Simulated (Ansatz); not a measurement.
Ni$_{7}$Ge$_{4}$:
Space group Imm2 (No. 44); a = 3.9072 Å, b = 9.9068 Å, c = 6.7790 Å, α = 90.00°, β = 90.00°, γ = 90.00°

```csv
atom,site,symmetry,x,y,z
Ni,4d,m..,0.5000,0.1224,0.4939
Ni,4d,m..,0.0000,0.1247,0.0027
Ni,2a,mm2,0.0000,0.0000,0.6655
Ni,4d,m..,0.0000,0.2455,0.3329
Ge,4d,m..,0.5000,0.2496,0.1661
Ge,2a,mm2,0.0000,0.0000,0.3164
Ge,2b,mm2,0.0000,0.5000,0.3610
```
(The calculation used a cell of 11 atoms; values per cell refer to that cell.)

Relaxed at zero pressure with plane-wave PAW PBEsol (Ansatz code).

Problem. The volume is raised by 6 % and shape and atoms relax at that volume. What pressure results, and how do the axes share the change?

Solution. -9.1 GPa; a 1.7 %, b 2.5 %, c 1.6 %; the energy rises by 22 meV/atom.

Problem. Give the new structure.

Solution. 
Space group Imm2 (No. 44); a = 3.9737 Å, b = 10.1590 Å, c = 6.8902 Å, α = 90.00°, β = 90.00°, γ = 90.00°

```
atom  site  symmetry       x       y       z
----  ----  --------  ------  ------  ------
Ni      4d       m..  0.5000  0.1227  0.4996
Ni      4d       m..  0.0000  0.1247  0.9985
Ni      2a       mm2  0.0000  0.0000  0.6635
Ni      4d       m..  0.0000  0.2390  0.3340
Ge      4d       m..  0.0000  0.2467  0.6675
Ge      2a       mm2  0.0000  0.0000  0.3158
Ge      2b       mm2  0.0000  0.5000  0.3557
```

The phase is kept; no other phase was compared at this pressure.

The workflow started from a Materials Project entry (that database holds measured and hypothetical structures alike); the Crystallography Open Database copy checked does not list it. Whether it is the stable phase at ambient conditions was not checked. The PBEsol relaxation kept the symmetry of its start; its stability against distortions is not shown here. No spin polarisation was allowed.

Potentials: the later of the program's two PAW sets.
